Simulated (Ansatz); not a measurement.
**NaF (Fm-3m): gap, valleys and masses**

```
CELL_PARAMETERS angstrom
0.00000 2.25178 2.25178
2.25178 0.00000 2.25178
2.25178 2.25178 0.00000
ATOMIC_POSITIONS crystal
Na 0.00000 0.00000 0.00000
F 0.50000 0.50000 0.50000
```

Unless marked otherwise, the numbers come from LDA, all-electron LAPW in Ansatz 0.2.0, scalar-relativistic. k mesh 10×10×10, fixed occupations, basis error target 1 meV/atom. The cell was relaxed by PAW under this functional, which moved its volume by -9 % from the database entry's.

Extrema are searched on a 14×14×14 mesh and refined by Newton steps; masses come from band slopes 0.005 Å⁻¹ away, 1/m* = (1/ħ²) d²E/dk², negative for holes (the finite step makes the lightest masses up to about 3 % heavy). k is in units of the reciprocal vectors.

Problem. Where are the band edges, and is the gap direct?

Solution. The valence maximum lies at Gamma (0.000, 0.000, 0.000) and the conduction minimum at Gamma (0.000, 0.000, 0.000), so the Kohn-Sham gap of 6.442 eV is direct.

Problem. What are the electron masses at the edge?

Solution. The principal masses are 0.549, 0.549, 0.549 mₑ. One valley has a density-of-states mass (m₁m₂m₃)^(1/3) = 0.549; the direction-averaged conductivity mass 3/Σ(1/mᵢ) is 0.549 mₑ.

Problem. Several bands lie at or near the hole edge, or its surface isn't an ellipsoid. What are the masses by direction?

Solution. 

```json
{"direction": "100", "branch from the edge": "1", "its level at the point (eV from the edge)": "0.000", "m*/mₑ": "-5.7"}
{"direction": "100", "branch from the edge": "2", "its level at the point (eV from the edge)": "0.000", "m*/mₑ": "-5.7"}
{"direction": "100", "branch from the edge": "3", "its level at the point (eV from the edge)": "0.000", "m*/mₑ": "-0.944"}
{"direction": "110", "branch from the edge": "1", "its level at the point (eV from the edge)": "0.000", "m*/mₑ": "-7.87"}
{"direction": "110", "branch from the edge": "2", "its level at the point (eV from the edge)": "0.000", "m*/mₑ": "-5.7"}
{"direction": "110", "branch from the edge": "3", "its level at the point (eV from the edge)": "0.000", "m*/mₑ": "-0.903"}
{"direction": "111", "branch from the edge": "1", "its level at the point (eV from the edge)": "0.000", "m*/mₑ": "-6.99"}
{"direction": "111", "branch from the edge": "2", "its level at the point (eV from the edge)": "0.000", "m*/mₑ": "-6.99"}
{"direction": "111", "branch from the edge": "3", "its level at the point (eV from the edge)": "0.000", "m*/mₑ": "-0.89"}
{"direction": "11-2", "branch from the edge": "1", "its level at the point (eV from the edge)": "0.000", "m*/mₑ": "-7.01"}
{"direction": "11-2", "branch from the edge": "2", "its level at the point (eV from the edge)": "0.000", "m*/mₑ": "-6.28"}
{"direction": "11-2", "branch from the edge": "3", "its level at the point (eV from the edge)": "0.000", "m*/mₑ": "-0.903"}
```

Problem. Along the Cartesian direction 11-2 the conduction slope is 0.0694 eV·Å one step out. What is it four steps out, and what does that say?

Solution. 0.2774 eV·Å, 3.997 times the first; a parabola would give 4, so the band is nearly parabolic here.

Problem. What electronic dielectric constant and refractive index follow from the same bands (independent particles)?

Solution. ε∞ = (1.94, 1.94, 1.94), so n ≈ √ε∞ = 1.39 (mean over directions) well under the gap and the normal reflectivity is ((n − 1)/(n + 1))² = 0.027. Local fields, left out here, lower ε∞ by several per cent.

Problem. What gap does PAW give in the same cell?

Solution. 6.455 eV, 13 meV from the LAPW value.

Problem. Cells strained by ±0.5 % (all lengths, zz alone, equal engineering shears γ in yz, zx, xy; ions relaxed) give deformation potentials. How do the edge levels move, in eV per unit strain against the centre of the top valence set?

Solution. 

```tsv
point	k	side	bands	level (eV)	d/dlnV	d/dε_zz	d/dγ	split/ε_zz	split/γ
Gamma	0.00 0.00 0.00	valence	3	0.000	0.00	0.00	0.00*	0.17	4.43
Gamma	0.00 0.00 0.00	conduction	1	6.442	-5.91	-5.90	0.00*	–	–
X	-0.50 0.00 -0.50	valence	2	-0.462	0.51	-0.15	0.00*	1.39	4.67
X	-0.50 0.00 -0.50	conduction	1	13.129	-3.01	-6.36	0.00*	–	–
X	-0.50 -0.50 0.00	valence	2	-0.462	0.51	1.83	0.00*	0.00	4.67
X	-0.50 -0.50 0.00	conduction	1	13.129	-3.01	3.70	0.00*	–	–
L	-0.50 0.00 0.00	valence	2	-0.313	0.63	0.63	-1.00	0.95	3.40
L	-0.50 0.00 0.00	conduction	1	10.922	-6.33	-6.33	0.06	–	–
L	-0.50 -0.50 -0.50	valence	2	-0.313	0.63	0.63	3.02	0.95	0.00
L	-0.50 -0.50 -0.50	conduction	1	10.922	-6.33	-6.33	-0.18	–	–
```

For the triplet at Γ the single level moves against the pair by 3bε_zz and by 3√3 d (γ/2), so b = -0.06 eV and d = -1.70 eV.

Sets with another level within 0.15 eV are left out, since it mixes in under strain; the reference set stays in any case. Entries marked * vanish by symmetry to first order; what they show is the residue of the finite step. These cells use a basis error target of 0.5 meV/atom.

Limits of these numbers: semilocal gaps are low, and what follows the gap (onsets, screening, light masses) shifts with it; without spin-orbit coupling, bands that meet at the valence top are not the light and heavy holes of experiment; the frozen-core PAW files of the compared runs were fitted under PBE, their cores solved anew for this functional.
